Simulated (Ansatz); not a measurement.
LaTl (CsCl type, space group No. 221), a = b = c = 3.9768 Å, α = β = γ = 90.00°.

Relaxed with r²SCAN.

**Question.** Tabulate the valence density and the electron localisation function along the shortest Tl–La contact (3.44 Å), DFT-r²SCAN in the program Ansatz with PAW potentials.

**Answer.** 

```csv
distance from Tl (Å),density (e/Å³),ELF
0.34,5.97,0.02
0.52,3.84,0.12
0.69,2.21,0.30
0.86,1.16,0.39
1.03,0.61,0.37
1.21,0.34,0.35
1.38,0.21,0.35
1.55,0.15,0.28
1.72,0.12,0.15
1.89,0.13,0.10
2.07,0.19,0.18
2.24,0.36,0.46
2.41,0.69,0.74
2.58,1.18,0.83
2.76,1.58,0.80
2.93,1.63,0.61
3.10,1.46,0.20
```

The density is the valence pseudo-density with augmentation charge, so density and ELF within about 1 Å of a nucleus are not all-electron values.

Space group Pm-3m (CsCl type). The workflow started from an entry of the Crystallography Open Database (COD). Whether it is the stable phase at ambient conditions was not checked. Symmetry was held in the r²SCAN relaxation; its stability against distortions is not shown here. Scalar-relativistic: spin–orbit coupling is off unless named, which matters more the heavier the elements.

Potentials: the later of the program's two PAW sets.
